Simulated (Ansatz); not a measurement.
Put ZnSnS₂ in P4/mmm (No. 123): Zn on 1a; Sn on 1d; S on 2f. The guess for ZnSnS₂ was made by a generator: perovskite family, infinite layers (A site Sn; B site Zn; X site S).

All numbers below come from DFT PBE, scalar-relativistic, plane waves, PAW (Ansatz 0.2.0). Cutoff 420 eV, Γ-centred mesh, Gaussian smearing, no spin polarisation.

Formation energies are uncorrected and refer to the elements' standard structures at the same level. The references include grey tin.

Q: Predict the relaxed structure.

A:

Space group P4/mmm (No. 123). a = 4.832 Å, b = 4.832 Å, c = 3.734 Å, α = 90.00°, β = 90.00°, γ = 90.00°
```csv
atom,site,symmetry,x,y,z
Zn,1a,4/mmm,0.0000,0.0000,0.0000
Sn,1d,4/mmm,0.5000,0.5000,0.5000
S,2f,mmm.,0.5000,0.0000,0.0000
```

Zn has 4 S at 2.42 Å; Sn is surrounded by 8 S at 3.05 Å; S has 2 Zn at 2.42 Å and 4 Sn at 3.05 Å. Another local minimum with the same sites may exist.

Q: And its energy and gap?

A: The formation energy is −0.26 eV/atom and the gap on the 10×10×12 mesh of the 4-atom cell is 0 eV (a metal). Whether it is stable depends on the other phases of the system, which aren't compared here.

The last run used Gaussian smearing of 0.10 eV. The reference form of S is held partly by dispersion forces, which this level lacks. Symmetry constrained the relaxation, so the result can be a saddle point.
